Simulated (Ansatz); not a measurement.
CaAlHO₂:
```yaml
crystal:
  lattice:
    - [3.72742, 0.00000, 0.00000]
    - [0.00000, 3.72742, 0.00000]
    - [0.00000, 0.00000, 3.44776]
  atoms:
    - { symbol: Ca, position: [0.50000, 0.50000, 0.50000] }
    - { symbol: Al, position: [0.00000, 0.00000, 0.00000] }
    - { symbol: O, position: [0.50000, 0.00000, 0.00000] }
    - { symbol: O, position: [0.00000, 0.50000, 0.00000] }
    - { symbol: H, position: [0.00000, 0.00000, 0.50000] }
```

Relaxed with PBEsol. Special points in fractions of this cell's reciprocal vectors: Γ (0.000, 0.000, 0.000); X (0.000, 0.500, 0.000); M (0.500, 0.500, 0.000); Z (0.000, 0.000, 0.500); R (0.000, 0.500, 0.500); A (0.500, 0.500, 0.500).

**Question.** List the band energies nearest the valence-band maximum at these points for the program Ansatz at the PBEsol level (PAW).

**Answer.** In eV from the valence-band maximum; about four levels below and three above (degenerate sets whole), none deeper than 8.9 eV; points with the same levels are listed once.

```
k                          below                above
-  -----------------------------  -------------------
Γ        -2.88 -1.30 -0.98 -0.98       4.64 5.01 5.85
X        -2.75 -2.14 -2.00 -1.71       3.65 5.54 6.27
M  -2.53 -2.53 -2.05 -1.52 -0.23  6.37 6.51 6.51 6.51
Z         -2.72 -1.32 -1.32 0.00       4.37 6.48 7.15
R        -3.78 -2.82 -2.14 -0.68       4.32 6.23 6.34
A         -2.94 -2.94 -2.00 0.00       6.20 6.20 7.32
```

Space group P4/mmm. The start of the workflow was typed in or built on a structure type; neither database checked (COD, Materials Project) lists it. Its standing as an ambient phase is unchecked. The cell was relaxed with PBEsol under the symmetry of its start. At this level the phase is dynamically unstable (imaginary phonons).

Potentials: the earlier of the program's two PAW sets. The files were generated under PBE; for other functionals the program regenerates the frozen cores, and for LDA and PBEsol the local potential too.
